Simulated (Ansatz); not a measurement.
**What DFT gives for TiSiO**

```
CELL_PARAMETERS angstrom
3.44598 0.00000 0.00000
0.00000 3.05915 0.00000
0.00000 0.00000 7.32248
ATOMIC_POSITIONS crystal
O 0.75000 0.75000 0.94460
O 0.25000 0.25000 0.05540
Si 0.25000 0.25000 0.66804
Si 0.75000 0.75000 0.33196
Ti 0.25000 0.75000 0.88068
Ti 0.75000 0.25000 0.11932
```

Level: r2SCAN, no spin polarisation; 500 eV; 10×11×5 Γ-centred mesh; fermi-dirac occupations (width 0.1 eV); Ansatz 0.2.0, fixed geometry.

(1) Is it stable against the elements?

(2) Metal or insulator?

(3) Give the Bader charges.

(4) Describe some of the short contacts.

Origin: a known structure type with other elements, at an estimated volume, so it need not be a known compound. Caveats: many states at the Fermi level without spin polarisation, so a magnetic state may lie lower; correlation that this level lacks may open a gap in such a compound; atoms or cell far from equilibrium.

## Answers

(1) -0.37 eV an atom against the elements' usual phases (free molecules for gases, crystals otherwise, with no correction for O₂ or N₂), so it is bound against them; other compounds may still compete. Relaxing would lower it.

(2) It is a metal, with about 4.7 states/eV a cell as the mean within 0.25 eV of the Fermi level, mostly Si p (43 %) and Ti d (41 %).

(3) Bader charges in e: Ti +1.58, Si -0.34, O -1.24. In the mean Ti gives up most and O takes most.

(4) O–Ti at 1.79 Å: least valence density 1.06 e/Å³ and ELF 0.22 there. These are pseudo-fields; inside the PAW spheres they differ from the all-electron ones.
